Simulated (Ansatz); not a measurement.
Relaxed-ion elastic tensor of HfC (NiAs type, P6_3/mmc) in GPa (Voigt order), DFT-PBEsol in the program Ansatz with PAW potentials; density 12.98 g/cm³, 12.19 Å³ per atom.

```tsv
	1	2	3	4	5	6
1	453	133	171	0.0	0.0	0.0
2	133	453	171	0.0	0.0	0.0
3	171	171	371	0.0	0.0	0.0
4	0.0	0.0	0.0	198	0.0	0.0
5	0.0	0.0	0.0	0.0	198	0.0
6	0.0	0.0	0.0	0.0	0.0	160
```

**Question.** Is the crystal mechanically stable?

**Answer.** Yes: the smallest eigenvalue of C is 160 GPa.

**Question.** Work out the Voigt, Reuss and Hill averages.

**Answer.** K_V = 247, K_R = 247, K_H = 247; G_V = 165, G_R = 156, G_H = 161 GPa.

**Question.** Give Young's modulus, Poisson's ratio, Pugh's ratio and the universal anisotropy index.

**Answer.** E = 9KG/(3K + G) = 396 GPa; ν = 0.23; K/G = 1.54 (brittle by the Pugh limit of 1.75); A_U = 5G_V/G_R + K_V/K_R − 6 = 0.27.

**Question.** Estimate the sound speeds and the Debye temperature.

**Answer.** v_l = √((K + 4G/3)/ρ) = 5960 m/s, v_t = √(G/ρ) = 3520 m/s, mean 3900 m/s; Θ = (h/k)(3n/4πV)^(1/3) v_m = 504 K.

**Question.** How much does each axis shrink under pressure?

**Answer.** Linear compressibilities β_i = Σ_j S_ij (j = 1 to 3): x 1.3, y 1.3, z 1.5 per TPa.

The workflow started from a Materials Project entry (that database holds measured and hypothetical structures alike); the Crystallography Open Database copy checked does not list it. It is not the phase usual at ambient conditions (space group No. 225). The PBEsol relaxation kept the symmetry of its start; whether a distortion lowers the energy is not shown. No spin polarisation was allowed. As this level gives no gap, shear constants depend on the k-mesh and smearing (Fermi–Dirac, 0.1 eV here). On the denser mesh and wider smearing of the elastic run this cell carries a stress of 0.7 GPa. Spin–orbit coupling is left out wherever it is not named.

Potentials: the later of the program's two PAW sets.
